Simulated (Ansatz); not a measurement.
BaHfO₃:
```
CELL_PARAMETERS angstrom
      4.20656     0.00000     0.00000
      0.00000     4.20656     0.00000
      0.00000     0.00000     4.20656
ATOMIC_POSITIONS crystal
  Ba 0.00000 0.00000 0.00000
  Hf 0.50000 0.50000 0.50000
  O  0.00000 0.50000 0.50000
  O  0.50000 0.50000 0.00000
  O  0.50000 0.00000 0.50000
```

The program Ansatz at the PBE level (PAW) gives a gap of 3.63 eV without spin–orbit coupling, maximum at R, minimum at Γ.

Task: What happens when spin–orbit coupling is switched on?

Result: The gap falls by 0.09 eV, to 3.54 eV; maximum at R, minimum at Γ.

Task: Give the electron effective mass with spin–orbit coupling, band 1 of 2 at the edge.

Result: 0.81 along [100], 0.61 along [110], 0.51 along [111] (mₑ).

Task: Give the electron effective mass with spin–orbit coupling, band 2 of 2 at the edge.

Result: 0.35 along [100], 0.40 along [110], 0.46 along [111] (mₑ).

Space group Pm-3m (cubic perovskite). The PBE relaxation kept the symmetry of its start. The run is not spin-polarised.

Potentials: the earlier of the program's two PAW sets.
